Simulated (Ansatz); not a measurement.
Computed with DFT PBE, scalar-relativistic, plane waves, PAW in Ansatz 0.2.0. All cells share a 420 eV cutoff and Γ-centred k meshes spaced at most about 0.3 Å⁻¹ (about 0.25 or finer for metals, 2π included). No spin polarisation in the final relaxations.

These are static total energies at zero pressure. All come from trial cells, and lower structures may exist.

**Question.** Order these relaxed structures of MgSn2O3 by energy, lowest first, with the energy over the lowest of them.
A.

```
CELL_PARAMETERS angstrom
6.16832 0.00000 0.00000
-3.08416 5.34192 0.00000
0.00000 0.00000 3.93289
ATOMIC_POSITIONS crystal
Mg 0.00000 0.00000 0.50000
Sn 0.33333 0.66667 0.50000
Sn 0.66667 0.33333 0.50000
O 0.33333 0.66667 0.00000
O 0.66667 0.33333 0.00000
O 0.00000 0.00000 0.00000
```

B.

```
CELL_PARAMETERS angstrom
6.16342 0.00000 0.00000
-3.08171 5.33768 0.00000
0.00000 0.00000 3.07197
ATOMIC_POSITIONS crystal
Mg 0.00000 0.00000 0.00000
Sn 0.33333 0.66667 0.00000
Sn 0.66667 0.33333 0.00000
O 0.50000 0.00000 0.50000
O 0.00000 0.50000 0.50000
O 0.50000 0.50000 0.50000
```

C.

```
CELL_PARAMETERS angstrom
2.95025 1.70333 3.02117
-2.95025 1.70333 3.02117
0.00000 -3.40666 3.02117
ATOMIC_POSITIONS crystal
Mg 0.50000 0.50000 0.50000
Sn 0.81554 0.81554 0.81554
Sn 0.18446 0.18446 0.18446
O 0.00000 0.50000 0.50000
O 0.50000 0.00000 0.50000
O 0.50000 0.50000 0.00000
```

D.

```
CELL_PARAMETERS angstrom
3.51268 0.00000 0.00000
0.00000 3.51268 0.00000
0.00000 0.00000 9.12599
ATOMIC_POSITIONS crystal
Mg 0.00000 0.00000 0.50000
Sn 0.00000 0.50000 0.14004
Sn 0.50000 0.00000 0.85996
O 0.50000 0.50000 0.00000
O 0.00000 0.00000 0.00000
O 0.50000 0.50000 0.50000
```

**Answer.** C (0 meV/atom), D (342 meV/atom), B (792 meV/atom), A (885 meV/atom). Forms: C R-3m; D P-4m2; B P6/mmm; A P6/mmm. Counting O atoms around Mg and Sn (those within 1.25 times the shortest such distance or 1.15 times the sum of covalent radii; the shortest distance is added where it is long for a bond): C has Mg 6, Sn 3; D has Mg 4 from 2.5 Å, Sn 4; B has Mg 12 from 3.4 Å, Sn 6; A has Mg 2, Sn 2.

No dispersion correction is applied, so the spacing and binding between layers, chains or molecules are poorly described (P-4m2, P6/mmm at 21.6 Å³/atom), and this can change margins and order among such cells. Cells relaxed within their symmetry can be saddle points. Some candidate types were left out of the draw beforehand, so a known form may be missing.
